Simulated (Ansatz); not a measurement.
Equation of state of Sc$_{2}$Pt

A database entry relaxed whole under r2SCAN (Pnma):

```
Sc Pt
1.0
     6.61064    0.00000    0.00000
     0.00000    4.49991    0.00000
     0.00000    0.00000    8.22378
Sc Pt
8 4
Direct
  0.98749 0.25000 0.67276
  0.51251 0.75000 0.17276
  0.48749 0.25000 0.82724
  0.01251 0.75000 0.32724
  0.85251 0.25000 0.07781
  0.64749 0.75000 0.57781
  0.35251 0.25000 0.42219
  0.14749 0.75000 0.92219
  0.25798 0.25000 0.09699
  0.24202 0.75000 0.59699
  0.75798 0.25000 0.40301
  0.74202 0.75000 0.90301
```

The cell was scaled uniformly, its shape held, and the atoms relaxed at each volume with plane-wave PAW DFT (Ansatz 0.2.0; r2SCAN, 500 eV, 5×8×4 Γ-centred mesh, fermi-dirac occupations of width 0.100 eV; no spin, no spin-orbit coupling). One row is withheld.

| volume (Å³/atom) | energy over the lowest (meV/atom) | pressure (GPa) |
| --- | --- | --- |
| 19.163 | 24.3 | 6.95 |
| 19.571 | ? | ? |
| 19.979 | 2.4 | 2.08 |
| 20.386 | 0.0 | 0.01 |
| 20.794 | 2.6 | -1.85 |
| 21.202 | 9.7 | -3.53 |
| 21.609 | 20.8 | -5.02 |

Fit the pressures of the other rows to the third-order Birch-Murnaghan form.

With f = [(V₀/V)^(2/3) − 1]/2 and P = 3B₀f(1 + 2f)^(5/2)[1 + 3(B₀′ − 4)f/2], least squares gives V₀ = 20.39 Å³ an atom, B₀ = 98 GPa and B₀′ = 4.3; the rows miss the fit by less than 0.01 GPa. The slope of the energies differs from these pressures by 0.12 GPa, since they are taken to zero smearing while pressures follow the free energy.

What does the withheld row hold?

The fit gives 4.38 GPa at 19.571 Å³; the run gave 4.39 GPa and 10.3 meV an atom.

Caveats: the shape of the cell was held, so B₀ is an upper bound where the axes differ in stiffness; 0 K, fixed nuclei; the symmetry was kept, and this need not be the phase that is stable at 0 K; one mesh for all volumes; every run is gapless at this level; pressure is positive in compression.
